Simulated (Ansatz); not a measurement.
An Ansatz (a quantum-chemistry and plane-wave program) run. Input:

Ansatz 0.2 input:
```yaml
crystal:
  lattice:
    - [8.2008504984, 0.0, 0.0]
    - [-4.1004252492, 7.1021448643, 0.0]
    - [0.0, 0.0, 8.2486621438]
  atoms:
    - { symbol: N, position: [0.4841106018, 0.4559160347, 0.75] }
    - { symbol: N, position: [0.0281945671, 0.4841106018, 0.25] }
    - { symbol: N, position: [0.5440839653, 0.0281945671, 0.75] }
    - { symbol: N, position: [0.5158893982, 0.5440839653, 0.25] }
    - { symbol: N, position: [0.9718054329, 0.5158893982, 0.75] }
    - { symbol: N, position: [0.4559160347, 0.9718054329, 0.25] }
    - { symbol: N, position: [0.2497414609, 0.1237756634, 0.75] }
    - { symbol: N, position: [0.1259657975, 0.2497414609, 0.25] }
    - { symbol: N, position: [0.8762243366, 0.1259657975, 0.75] }
    - { symbol: N, position: [0.7502585391, 0.8762243366, 0.25] }
    - { symbol: N, position: [0.8740342025, 0.7502585391, 0.75] }
    - { symbol: N, position: [0.1237756634, 0.8740342025, 0.25] }
    - { symbol: Si, position: [0.3287762145, 0.293868501, 0.6028735628] }
    - { symbol: Si, position: [0.0349077135, 0.3287762145, 0.1028735628] }
    - { symbol: Si, position: [0.706131499, 0.0349077135, 0.6028735628] }
    - { symbol: Si, position: [0.6712237855, 0.706131499, 0.1028735628] }
    - { symbol: Si, position: [0.9650922865, 0.6712237855, 0.6028735628] }
    - { symbol: Si, position: [0.293868501, 0.9650922865, 0.1028735628] }
    - { symbol: N, position: [0.3753238553, 0.2068054934, 0.0693647814] }
    - { symbol: N, position: [0.1685183618, 0.3753238553, 0.5693647814] }
    - { symbol: N, position: [0.7931945066, 0.1685183618, 0.0693647814] }
    - { symbol: N, position: [0.6246761447, 0.7931945066, 0.5693647814] }
    - { symbol: N, position: [0.8314816382, 0.6246761447, 0.0693647814] }
    - { symbol: N, position: [0.2068054934, 0.8314816382, 0.5693647814] }
    - { symbol: Si, position: [0.3570969812, 0.3088865082, 0.25] }
    - { symbol: Si, position: [0.048210473, 0.3570969812, 0.75] }
    - { symbol: Si, position: [0.6911134918, 0.048210473, 0.25] }
    - { symbol: Si, position: [0.6429030188, 0.6911134918, 0.75] }
    - { symbol: Si, position: [0.951789527, 0.6429030188, 0.25] }
    - { symbol: Si, position: [0.3088865082, 0.951789527, 0.75] }
    - { symbol: Si, position: [0.3287762145, 0.293868501, 0.8971264372] }
    - { symbol: Si, position: [0.0349077135, 0.3287762145, 0.3971264372] }
    - { symbol: Si, position: [0.706131499, 0.0349077135, 0.8971264372] }
    - { symbol: Si, position: [0.6712237855, 0.706131499, 0.3971264372] }
    - { symbol: Si, position: [0.9650922865, 0.6712237855, 0.8971264372] }
    - { symbol: Si, position: [0.293868501, 0.9650922865, 0.3971264372] }
    - { symbol: N, position: [0.3753238553, 0.2068054934, 0.4306352186] }
    - { symbol: N, position: [0.1685183618, 0.3753238553, 0.9306352186] }
    - { symbol: N, position: [0.7931945066, 0.1685183618, 0.4306352186] }
    - { symbol: N, position: [0.6246761447, 0.7931945066, 0.9306352186] }
    - { symbol: N, position: [0.8314816382, 0.6246761447, 0.4306352186] }
    - { symbol: N, position: [0.2068054934, 0.8314816382, 0.9306352186] }
kpoints:
  mp_grid: { grid: [4, 4, 4] }
hamiltonian:
  xc: r2scan
  dispersion: d4
  pseudopotentials: { kind: paw }
scf:
  occupations: { method: fixed }
elastic: { mode: relaxed_ion, stencil: two_point, amplitude: 0.005, f_tol: 0.0005 }
```

Output (shortened):

```
Pseudopotentials: kind: paw
Pseudopotential: N, paw, valence charge 5
Pseudopotential: Si, paw, valence charge 4
Functional definition: r2SCAN
concurrent solve slots: 6 of 8 are kept, ahead of what memory takes: no pass of the eigensolver takes more rounds on 6
Crystal: 42 atoms, lattice volume = 480.432 Å³
Basis set: ecut = 500 eV, 12109 PW (Γ), exchange–correlation on 256×256×256 points (64 copies of the dense FFT grid, shifted against one another)
Bands: 138, of which v1, the nominal top of the filled ones, is band 96 counted from 1 (95 counted from 0)
Symmetry: 12 space group operations
Space group: P63/m (ITA 176), of the structure as read, at distance tolerance 7.8e-5 Å
k-points: 12 of 64
PAW frozen core: N, regenerated for the run's functional
PAW frozen core: Si, regenerated for the run's functional
Initial wavefunctions: pseudopotential atomic-orbital guess
Eigensolver: davidson
Functional: x = r2scan, c = r2scan; τ floored in thin density (d = 2e-4 eV/Å³)
all-band conjugate gradients solve this SCF's bands
SCF 1 converged in 14 iterations: F = -20785.974719 eV  dr2 = 1.59e-14
the band table was not solved further: it holds the bands as the self-consistency loop left them (on a frozen-density pass, as that pass's own solve left …
relax step   1: F+E_penalty+E_count = -20785.97471907 eV  Δ(F+E_penalty+E_count) = +0.000e0 eV  max|allowed force component| = 1.292e-3 eV/Å  Δτ_max = 0.0000 Å  (14 SCF iters, accepted)
concurrent solve slots: 6 of 8 are kept, ahead of what memory takes: no pass of the eigensolver takes more rounds on 6
[...]
  band table: 138 bands, the self-consistency loop's own, not solved further and not probed for missing levels
--- Elastic constants: 3 strain directions × 2 members + reference (group order 12) ---
  dense FFT box of the reference and of every strained cell: 64×64×64
  strains applied: 11, 33, 23; error gains …
  pairwise dispersion correction: d4 (s6 = 1.0, s8 = 0.6018749, s9 = 1.0, a1 = 0.51559235, a2_bohr = 5.77342911), with the weights of each atom's references …
  reference relaxed by the batch: 4 steps …
  largest displacement 2.0e-4 Å; the constants are those of the deck's cell at these positions:
  atoms:
    - { symbol: N, position: [0.48412703150245534, 0.4559042497718139, 0.75] }
    - { symbol: N, position: [0.028222781730641522, 0.48412703150245534, 0.25] }
    - { symbol: N, position: [0.544095750228186, 0.028222781730641494, 0.75] }
    - { symbol: N, position: [0.5158729684975446, 0.5440957502281861, 0.25] }
    - { symbol: N, position: [0.9717772182693587, 0.5158729684975447, 0.75] }
    - { symbol: N, position: [0.4559042497718139, 0.9717772182693586, 0.25] }
    - { symbol: N, position: [0.24972596209691944, 0.12377226536458583, 0.75] }
    - { symbol: N, position: [0.12595369673233356, 0.24972596209691938, 0.25] }
    - { symbol: N, position: [0.876227734635414, 0.1259536967323336, 0.75] }
    - { symbol: N, position: [0.7502740379030806, 0.8762277346354141, 0.25] }
    - { symbol: N, position: [0.8740463032676664, 0.7502740379030803, 0.75] }
    - { symbol: N, position: [0.12377226536458585, 0.8740463032676664, 0.25] }
    - { symbol: Si, position: [0.3287784348783483, 0.29386949069789386, 0.60287348823436] }
    - { symbol: Si, position: [0.03490894418045448, 0.32877843487834835, 0.10287348823435995] }
    - { symbol: Si, position: [0.7061305093021062, 0.03490894418045447, 0.60287348823436] }
    - { symbol: Si, position: [0.6712215651216517, 0.7061305093021063, 0.10287348823435995] }
    - { symbol: Si, position: [0.9650910558195456, 0.6712215651216518, 0.60287348823436] }
    - { symbol: Si, position: [0.2938694906978939, 0.9650910558195457, 0.10287348823435995] }
    - { symbol: N, position: [0.37532967353553626, 0.20680911557862608, 0.06936595245265872] }
    - { symbol: N, position: [0.16852055795691015, 0.37532967353553626, 0.5693659524526589] }
    - { symbol: N, position: [0.7931908844213739, 0.16852055795691015, 0.06936595245265872] }
    - { symbol: N, position: [0.6246703264644639, 0.7931908844213741, 0.5693659524526589] }
    - { symbol: N, position: [0.8314794420430898, 0.6246703264644636, 0.06936595245265872] }
    - { symbol: N, position: [0.20680911557862608, 0.8314794420430898, 0.5693659524526589] }
    - { symbol: Si, position: [0.357092122736931, 0.3088902074199603, 0.25] }
    - { symbol: Si, position: [0.0482019153169706, 0.357092122736931, 0.75] }
    - { symbol: Si, position: [0.6911097925800397, 0.04820191531697062, 0.25] }
    - { symbol: Si, position: [0.6429078772630692, 0.6911097925800398, 0.75] }
    - { symbol: Si, position: [0.9517980846830293, 0.642907877263069, 0.25] }
    - { symbol: Si, position: [0.3088902074199603, 0.9517980846830293, 0.75] }
    - { symbol: Si, position: [0.3287784348783483, 0.29386949069789386, 0.8971265117656401] }
    - { symbol: Si, position: [0.03490894418045448, 0.32877843487834835, 0.39712651176564007] }
    - { symbol: Si, position: [0.7061305093021062, 0.03490894418045447, 0.8971265117656401] }
    - { symbol: Si, position: [0.6712215651216517, 0.7061305093021063, 0.39712651176564007] }
    - { symbol: Si, position: [0.9650910558195456, 0.6712215651216518, 0.8971265117656401] }
    - { symbol: Si, position: [0.2938694906978939, 0.9650910558195457, 0.39712651176564007] }
    - { symbol: N, position: [0.37532967353553626, 0.20680911557862608, 0.43063404754734125] }
    - { symbol: N, position: [0.16852055795691015, 0.37532967353553626, 0.9306340475473412] }
    - { symbol: N, position: [0.7931908844213739, 0.16852055795691015, 0.43063404754734125] }
    - { symbol: N, position: [0.6246703264644639, 0.7931908844213741, 0.9306340475473412] }
    - { symbol: N, position: [0.8314794420430898, 0.6246703264644636, 0.43063404754734125] }
    - { symbol: N, position: [0.20680911557862608, 0.8314794420430898, 0.9306340475473412] }
  C = ∂σ_k/∂η_j (tension-positive GPa; Voigt order 11 22 33 23 13 12):
       223.488     79.452     28.714      0.000      0.000      0.000
        79.452    223.488     28.714      0.000      0.000      0.000
        28.708     28.708    482.153      0.000      0.000      0.000
         0.000      0.000      0.000    102.676      0.000      0.000
         0.000      0.000      0.000      0.000    102.676      0.000
         0.000      0.000      0.000      0.000      0.000     72.018
  reference stress σ⁰ (GPa):      0.003      0.003      0.006      0.000      0.000      0.000
  moduli (Voigt/Reuss/Hill, GPa): K = 133.65/125.32/129.48   G = 108.29/94.69/101.49   E = 241.40   ν = 0.189
  mechanically stable: yes (min eigenvalue of sym C = 72.02 GPa)
  strain η (Voigt 11):  stress-route row diagonal C_11 = 223.49 GPa, energy-path curvature d²(F+E_count+ΔE)/dδ²/Ω₀ = 223.51 GPa
         δ    σ_11 (GPa)             F (eV)   n_scf  n_hpsi   n_pw
    -5.000e-3      -1.1197      -20785.9664467       2   29628  12170   relax 5 steps, max|allowed force component| 8.64e-5 eV/Å
     5.000e-3       1.1152      -20785.9663521       2   29655  12310   relax 5 steps, max|allowed force component| 8.19e-5 eV/Å
  strain η (Voigt 33):  stress-route row diagonal C_33 = 482.15 GPa, energy-path curvature d²(F+E_count+ΔE)/dδ²/Ω₀ = 482.20 GPa
         δ    σ_33 (GPa)             F (eV)   n_scf  n_hpsi   n_pw
    -5.000e-3      -2.4276      -20785.9567037       2   11892  12162   relax 5 steps, max|allowed force component| 3.75e-4 eV/Å
     5.000e-3       2.3940      -20785.9567183       2   12266  12284   relax 4 steps, max|allowed force component| 1.14e-4 eV/Å
  strain η (Voigt 23):  stress-route row diagonal C_44 = 102.68 GPa, energy-path curvature d²(F+E_count+ΔE)/dδ²/Ω₀ = 102.70 GPa
         δ    σ_23 (GPa)             F (eV)   n_scf  n_hpsi   n_pw
    -5.000e-3      -0.5134      -20785.9709393       2   35600  12220   relax 5 steps, max|allowed force component| 9.95e-5 eV/Å
     5.000e-3       0.5134      -20785.9709393       2   35515  12220   relax 4 steps, max|allowed force component| 1.48e-4 eV/Å
  device         0  12.91 GiB
```

Space group P6_3/m. The workflow started from an entry of the Crystallography Open Database (COD). Its sites differ from those of the usual phase in this space group: another stacking or structure type. The cell was relaxed with r²SCAN+D4 under the symmetry of its start; whether a distortion lowers the energy is not shown. The volume moved by -63 % from the start of the relaxation. The volume fell by over 15 % from the filed cell, which may lack light atoms or belong to other conditions.

Potentials: the later of the program's two PAW sets.

Ansatz is a plane-wave DFT program.
